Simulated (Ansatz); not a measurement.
BaZrS3 (Pnma), relaxed with LDA (Ansatz, a program for electronic structure, plane waves, PAW): a = 7.0255 Å, b = 9.8353 Å, c = 6.8537 Å, α = 90.00°, β = 90.00°, γ = 90.00°.

```
Property                         Value
-------------------------------  -----
gap (eV)                          0.85
ΔH_f (eV/atom)                   -1.95
B₀ by P(V) fit (GPa)              80.4
K_Hill (GPa)                      81.4
G_Hill (GPa)                      36.1
electron conductivity mass (mₑ)   0.26
Θ_D (K)                            326
```

Task: The same phase is relaxed and computed with PBEsol in the same code. What are the cell and these values now?

Result: a = 7.074 Å, b = 9.909 Å, c = 6.923 Å, α = 90.00°, β = 90.00°, γ = 90.00°.

- gap (eV): 0.92
- ΔH_f (eV/atom): -1.90
- B₀ by P(V) fit (GPa): 75.6
- K_Hill (GPa): 76.5
- G_Hill (GPa): 35.0
- electron conductivity mass (mₑ): 0.27
- Θ_D (K): 322

All cells were relaxed under the symmetry of their starts (and spin orders); stability against distortions was not tested throughout. Rows with no word on spin ran without spin polarisation. Spin–orbit coupling is left out wherever it is not named.

Potentials: the later of the program's two PAW sets.

Ansatz is a plane-wave DFT program.

Formation energies count from the lowest solids of the elements computed at the same level, not from gases.
